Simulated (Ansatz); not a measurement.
Pt:
```yaml
crystal:
  lattice:
    - [0.00000, 1.94687, 1.94687]
    - [1.94687, 0.00000, 1.94687]
    - [1.94687, 1.94687, 0.00000]
  atoms:
    - { symbol: Pt, position: [0.00000, 0.00000, 0.00000] }
```

Relaxed with LDA. Special points in fractions of this cell's reciprocal vectors: Γ (0.000, 0.000, 0.000); X (0.500, 0.000, 0.500); U (0.625, 0.250, 0.625); K (0.375, 0.375, 0.750); L (0.500, 0.500, 0.500); W (0.500, 0.250, 0.750).

**Question.** List the band energies nearest the Fermi level at these points for LDA (plane waves, PAW; program Ansatz).

**Answer.** In eV from the Fermi level; about four levels below and three above (degenerate sets whole), none deeper than 8.9 eV; … stands for higher levels left out; points with the same levels are listed once.

```json
[
 {"k": "Γ", "below": "-3.96 -3.96 -3.96 -1.69 -1.69", "above": "…"},
 {"k": "X", "below": "-7.35 -6.89", "above": "0.03 0.51 0.51"},
 {"k": "U", "below": "-5.69 -3.00 -1.37 -0.19", "above": "5.72 …"},
 {"k": "L", "below": "-7.61 -4.02 -4.02 -0.60", "above": "0.05 0.05 …"},
 {"k": "W", "below": "-5.89 -4.75 -4.75 -2.10", "above": "0.52 7.16 …"}
]
```

Space group Fm-3m (fcc (Cu type)). Symmetry was held in the LDA relaxation. The run is not spin-polarised. Spin–orbit coupling is left out wherever it is not named.

Potentials: the later of the program's two PAW sets.
